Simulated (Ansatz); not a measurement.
Ga₂PN in space group P3m1 (No. 156; Ga on 1a, Ga on 1c, P on 1a, N on 1c) under volume change, PBEsol (plane waves, PAW; program Ansatz), shape and atoms relaxed at each volume.

| V (Å³/atom) | E − E(relaxed) (meV/atom) | P (GPa) |
|---|---|---|
| 14.128 | 51.5 | 12.85 |
| 14.594 | 21.6 | 7.86 |
| 15.060 | 5.1 | 3.61 |
| 15.526 | 0.0 | 0.00 |
| 15.991 | 4.6 | -3.07 |
| 16.457 | 17.4 | -5.67 |
| 16.923 | 37.2 | -7.88 |

### Question
What does a third-order Birch–Murnaghan fit give for V₀, B₀ and B′?

### Answer
V₀ = 15.53 Å³/atom, B₀ = 111 GPa, B′ = 4.4.

The start of the workflow was typed in or built on a structure type; neither database checked (COD, Materials Project) lists it. Its standing as an ambient phase is unchecked. The PBEsol relaxation kept the symmetry of its start; its stability against distortions is not shown here.

Potentials: the earlier of the program's two PAW sets. The files were generated under PBE; for other functionals the program regenerates the frozen cores, and for LDA and PBEsol the local potential too.
